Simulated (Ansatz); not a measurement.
## What spin–orbit coupling does to the bands of BiTe

```xyz
2
Lattice="0.0000 3.2533 3.2533 3.2533 0.0000 3.2533 3.2533 3.2533 0.0000" Properties=species:S:1:pos:R:3 pbc="T T T"
Bi    0.0000    0.0000    0.0000
Te    3.2533    3.2533    3.2533
```

Atoms are numbered in the order listed.

The cell is the one relaxed in the Materials Project (mp-567362), not relaxed further here; entries there can be hypothetical.

Methods: DFT, PBE, all-electron LAPW, scalar-relativistic (Ansatz 0.2.0); DFT, PBE, all-electron LAPW, Dirac equation with spin-orbit coupling (Ansatz 0.2.0).

Sampling and basis: a Γ-centred 10×10×10 k mesh, Fermi–Dirac smearing of 0.05 eV, basis error target 1 meV/atom, no spin polarisation.

Levels between -6 and 4 eV, each run counted from its own valence-band top where it has a gap, else its Fermi level. Scalar levels are listed once for both spins; with the coupling every spinor state is counted. Levels near the edges of the range can cross them.

Question: At Γ (0.000, 0.000, 0.000) the scalar-relativistic levels are -2.50 (×3), 2.12 (×3). What are they with spin–orbit coupling?

Answer: -3.29 (×2), -1.97 (×4), 0.71 (×2), 2.95 (×4).

Question: At K (0.375, 0.375, 0.750) the scalar-relativistic levels are -5.18, -3.45, -3.39, 1.94 (×2), 3.86. What are they with spin–orbit coupling?

Answer: -5.14 (×2), -3.72 (×2), -2.95 (×2), 1.33 (×2), 2.64 (×2), 3.93 (×2).

Question: At X (0.500, 0.000, 0.500) the scalar-relativistic levels are -5.54, -3.94 (×2), 2.31, 3.51 (×2). What are they with spin–orbit coupling?

Answer: -5.50 (×2), -4.26 (×2), -3.44 (×2), 2.46 (×2), 2.61 (×2).
